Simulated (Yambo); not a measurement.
```
CELL_PARAMETERS angstrom
      3.34861     0.00000     0.00000
     -1.67430     2.89998     0.00000
      0.00000     0.00000    12.88806
ATOMIC_POSITIONS crystal
  Li 0.00000 0.00000 0.50000
  Li 0.00000 0.00000 0.00000
  S  0.66667 0.33333 0.62788
  S  0.33333 0.66667 0.37212
  S  0.33333 0.66667 0.12788
  S  0.66667 0.33333 0.87212
  Ta 0.00000 0.00000 0.75000
  Ta 0.00000 0.00000 0.25000
```

LiTaS2 (space group P6_3/mmc, No. 194): mean Im ε in 1 eV windows above the direct gap of 1.95 eV, for different electron-hole kernels (Yambo, broadening 0.15 eV, LDA (Quantum ESPRESSO, PseudoDojo norm-conserving, 74 Ry, without SOC) bands; 6×6×2 mesh, 11 valence and 11 conduction bands, static screening with 74 bands and a 3 Ry block, scissor 0.25 eV, Tamm-Dancoff; field along x).

```csv
window (eV),independent quasiparticles,BSE
2.0 to 3.0,16,17
3.0 to 4.0,9.6,8.4
4.0 to 5.0,6.8,9.9
```

This run doesn't resolve bound excitons or single peaks, so only averages are given, and they too depend on the mesh; weight that the attraction moves below the gap isn't listed. All transitions below 5.70 eV are in the band window. The scissor comes from a G0W0 run whose convergence isn't established.

Spin-orbit coupling is left out, which matters for elements this heavy: edges can move by tenths of an eV.

Geometry of the Materials Project entry, not relaxed at this level.

The structure is a Materials Project entry; no match was found in the copy of COD used, and its stability was not checked.
